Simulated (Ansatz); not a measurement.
## Lu: structures and their energies

4 relaxations of Lu ended in 3 distinct structures. Level of theory: r2SCAN (plane waves to 500 eV, PAW, scalar-relativistic; Ansatz, a program for electronic structure).

| # | space group | Pearson | type | E − E(lowest) (eV/atom) | V (Å³/atom) | coordination | runs ending here |
|---|---|---|---|---|---|---|---|
| 1 | P6₃/mmc | hP2 | hcp (Mg type) | 0.00 | 28.99 | Lu 12 (anticuboctahedral) | 2 |
| 2 | Fm-3m | cF4 | fcc (Cu type) | 0.06 | 29.08 | Lu 12 (cuboctahedral) | 1 |
| 3 | Im-3m | cI2 | bcc (W type) | 0.11 | 29.53 | Lu 8 (cubic)+6 | 1 |

Coordination numbers (neighbours up to the widest gap in distance over summed covalent radii, below 1.35; n+m marks a second, longer set). All are gapless at this level. P6₃/mmc, hP2, hcp (Mg type) is the lowest of the structures calculated here.

Lu is taken in the hexagonal space group P6₃/mmc (No. 194), the hcp (Mg type) structure, Pearson symbol hP2. Conventional cell: a = b = 3.5044 Å, c = 5.4516 Å, α = β = 90.00°, γ = 120.00°. Lu on 2d is coordinated by 12 Lu at 3.395–3.504 Å (anticuboctahedral). (Neighbours: up to the widest gap in distance over summed covalent radii, below 1.35, at either atom.)

Each run could gain symmetry but not lose that of its start, so entries can be saddle points. From databases, or of a type measured for this composition: P6₃/mmc, hP2, hcp (Mg type); the others are generated cells (placed on structure types, drawn at random, substituted or restacked) that were not matched to a known phase here. Static energies at zero pressure. Each cell has its own k-point mesh; energy differences are given only to the digits this allows. No spin polarisation in the result.
